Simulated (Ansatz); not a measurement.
A geometry of Si₃N₄ away from equilibrium: step 2 of the relaxation of a generated cell, Si3N4 placed in a common structure type. All values below come from r2SCAN (plane waves to 500 eV, PAW, scalar-relativistic; Ansatz, a program for electronic structure). Γ-centred k-mesh 6×6×6 on the run's cell, Fermi–Dirac smearing 0.05 eV.

```xyz
14
Lattice="-2.9793 2.9793 2.9793 2.9793 -2.9793 2.9793 2.9793 2.9793 -2.9793" Properties=species:S:1:pos:R:3:forces:R:3 pbc="T T T" free_energy=-6906.123 pressure_GPa=-4.5
Si     2.2344     0.0000     1.4896    0.0000    0.0000    0.0000
Si     0.7448     0.0000     4.4689    0.0000    0.0000    0.0000
Si     1.4896     2.2344     0.0000    0.0000    0.0000    0.0000
Si     4.4689     0.7448     0.0000    0.0000    0.0000    0.0000
Si     0.0000     1.4896     2.2344    0.0000    0.0000    0.0000
Si     0.0000     4.4689     0.7448    0.0000    0.0000    0.0000
N      0.4469     0.4469     0.4469   -2.4748   -2.4748   -2.4748
N     -0.4469     2.5323     0.4469    2.4748    2.4748   -2.4748
N      2.5323     0.4469    -0.4469    2.4748   -2.4748    2.4748
N      0.4469    -0.4469     2.5323   -2.4748    2.4748    2.4748
N      1.9366     1.9366     1.9366   -2.4748   -2.4748   -2.4748
N      1.0427     4.0220    -1.0427    2.4748    2.4748   -2.4748
N     -1.0427     1.0427     4.0220   -2.4748    2.4748    2.4748
N      4.0220    -1.0427     1.0427    2.4748   -2.4748    2.4748
```

Positions in Å, forces in eV/Å, free energy of the cell in eV (comparable only within this code, potentials and settings). Largest force: 4.29 eV/Å, on N7, N8, N9, N10, N11, N12, N13, N14 (atoms numbered as listed); the geometry lies 1.67 eV/atom above the end of its relaxation.

No spin polarisation in the result.

The run could not lose the symmetry of its start.

The first start was generated by placing the elements on the sites of a structure type. A measured structure of Si3N4 has the same space group, I-43d (No. 220); the sites were not compared with it. Another known form has space group No. 176.
